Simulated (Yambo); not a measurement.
Absorption of a free-standing PtS₂ monolayer (symmetry P-3m1, slab cell 15.5 Å high) with and without the electron-hole interaction (Yambo, PBE bands; 18×18×1 mesh, 6 valence and 3 conduction bands, static screening with 46 bands and a 3 Ry block, scissor 1.14 eV, Tamm-Dancoff, stochastic integration of W near q = 0; field along x).

```
E (eV)  Im α, BSE (Å)  Im α, independent quasiparticles (Å)
------  -------------  ------------------------------------
1.30             0.34                                  0.11
1.40             0.40                                  0.12
1.50             0.48                                  0.13
1.60             0.58                                  0.15
1.70             0.72                                  0.16
1.80             0.92                                  0.18
1.90             1.24                                  0.20
2.00             1.75                                  0.23
2.10             2.67                                  0.26
2.20             4.64                                  0.30
2.30             9.78                                  0.35
2.40             24.6                                  0.42
2.50             28.1                                  0.51
2.60             15.8                                  0.64
2.70             11.4                                  0.84
2.80             9.94                                  1.17
2.90             8.52                                  1.77
3.00             8.39                                  3.11
3.10             7.13                                  6.58
3.20             5.70                                  11.7
3.30             5.31                                  13.0
3.40             6.16                                  12.4
3.50             6.28                                  12.3
3.60             4.98                                  12.0
3.70             4.58                                  10.2
3.80             4.55                                  8.42
3.90             4.14                                  7.79
4.00             3.80                                  8.78
4.10             3.97                                  9.09
4.20             4.00                                  8.58
4.30             4.02                                  7.30
4.40             3.79                                  7.24
4.50             3.43                                  6.09
4.60             3.16                                  5.25
4.70             3.01                                  4.30
4.80             2.39                                  4.87
4.90             2.11                                  4.87
5.00             1.84                                  4.97
5.10             1.57                                  4.22
5.20             1.31                                  3.99
5.30             1.22                                  4.17
5.40             1.45                                  3.84
5.50             1.84                                  3.56
5.60             1.23                                  3.44
5.70             1.24                                  3.00
5.80             1.36                                  2.84
5.90             1.44                                  2.41
6.00             1.96                                  2.07
6.10             1.70                                  1.71
6.20             1.42                                  1.52
6.30             2.00                                  1.51
6.40             2.06                                  1.44
6.50             1.88                                  1.52
6.60             2.89                                  1.81
6.70             3.71                                  2.06
6.80             3.34                                  2.07
6.90             3.16                                  1.75
7.00             3.05                                  1.79
7.10             2.97                                  1.75
7.20             2.59                                  1.85
7.30             2.24                                  2.26
```

The scissor comes from a G0W0 run whose convergence isn't established. Broadening 0.1 eV. The band window holds all transitions up to 7.3 eV. Fine structure above the onset can come from the mesh.

Without spin-orbit coupling, band edges of such heavy elements can be off by tenths of an eV.

Geometry relaxed with PBE+D3(BJ); primitive cell a = 3.5401 Å, b = 3.5401 Å, c = 15.5000 Å, α = 90.00°, β = 90.00°, γ = 120.00°.
